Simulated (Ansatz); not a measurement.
H:
```yaml
crystal:
  lattice:
    - [7.81541, 0.00000, 0.00000]
    - [0.00000, 10.59421, 0.00000]
    - [-1.94204, 0.00000, 8.61022]
  atoms:
    - { symbol: H, position: [0.98638, 0.75802, 0.17710] }
    - { symbol: H, position: [0.01362, 0.25802, 0.82290] }
    - { symbol: H, position: [0.44279, 0.25705, 0.17748] }
    - { symbol: H, position: [0.55721, 0.75705, 0.82252] }
    - { symbol: H, position: [0.99882, 0.82592, 0.15431] }
    - { symbol: H, position: [0.00118, 0.32592, 0.84569] }
    - { symbol: H, position: [0.44313, 0.30450, 0.11311] }
    - { symbol: H, position: [0.55687, 0.80450, 0.88689] }
    - { symbol: H, position: [0.46213, 0.99795, 0.09236] }
    - { symbol: H, position: [0.53787, 0.49795, 0.90764] }
    - { symbol: H, position: [0.03057, 0.48942, 0.15966] }
    - { symbol: H, position: [0.96943, 0.98942, 0.84034] }
    - { symbol: H, position: [0.48510, 0.94443, 0.15044] }
    - { symbol: H, position: [0.51490, 0.44443, 0.84956] }
    - { symbol: H, position: [0.94487, 0.47126, 0.18090] }
    - { symbol: H, position: [0.05513, 0.97126, 0.81910] }
    - { symbol: H, position: [0.10093, 0.12568, 0.18379] }
    - { symbol: H, position: [0.89907, 0.62568, 0.81621] }
    - { symbol: H, position: [0.33645, 0.66061, 0.15970] }
    - { symbol: H, position: [0.66355, 0.16061, 0.84030] }
    - { symbol: H, position: [0.06073, 0.09212, 0.24353] }
    - { symbol: H, position: [0.93927, 0.59212, 0.75647] }
    - { symbol: H, position: [0.40284, 0.61501, 0.20596] }
    - { symbol: H, position: [0.59716, 0.11501, 0.79404] }
    - { symbol: H, position: [0.33013, 0.94496, 0.62787] }
    - { symbol: H, position: [0.66987, 0.44496, 0.37213] }
    - { symbol: H, position: [0.14938, 0.49313, 0.53571] }
    - { symbol: H, position: [0.85062, 0.99313, 0.46429] }
    - { symbol: H, position: [0.28028, 0.99931, 0.58232] }
    - { symbol: H, position: [0.71972, 0.49931, 0.41768] }
    - { symbol: H, position: [0.20251, 0.53673, 0.59652] }
    - { symbol: H, position: [0.79749, 0.03673, 0.40348] }
```

Relaxed with PBEsol. Special points in fractions of this cell's reciprocal vectors: Γ (0.000, 0.000, 0.000); Z (0.000, 0.500, 0.000); D (0.000, 0.500, 0.500); B (0.000, 0.000, 0.500); A (-0.500, 0.000, 0.500); E (-0.500, 0.500, 0.500); C2 (-0.500, 0.500, 0.000); Y2 (-0.500, 0.000, 0.000).

List the band energies nearest the valence-band maximum at these points for plane-wave PAW PBEsol (Ansatz code).

In eV from the valence-band maximum; about four levels below and three above (degenerate sets whole), none deeper than 8.9 eV; points with the same levels are listed once.

```
k                     below                above
--  -----------------------  -------------------
Γ   -0.15 -0.14 -0.06 -0.03       9.40 9.48 9.51
Z   -0.14 -0.14 -0.05 -0.05  9.51 9.51 9.66 9.66
D   -0.12 -0.12 -0.04 -0.04  9.48 9.48 9.76 9.76
B    -0.12 -0.10 -0.08 0.00       9.30 9.45 9.77
A    -0.09 -0.08 -0.04 0.00       9.49 9.49 9.64
E   -0.07 -0.07 -0.05 -0.05  9.51 9.51 9.72 9.72
C2  -0.11 -0.11 -0.04 -0.04  9.54 9.54 9.75 9.75
Y2  -0.11 -0.10 -0.04 -0.01       9.48 9.60 9.60
```

Space group P2_1. The workflow started from a Materials Project entry (that database holds measured and hypothetical structures alike); the Crystallography Open Database copy checked does not list it. It is not the usual solid phase (space group No. 194). The PBEsol relaxation kept the symmetry of its start; whether a distortion lowers the energy is not shown. The substance is a gas or liquid at ambient conditions. A crystal of weakly bound units computed without a dispersion correction: the cell and the soft elastic constants depend strongly on that.

Potentials: the later of the program's two PAW sets.
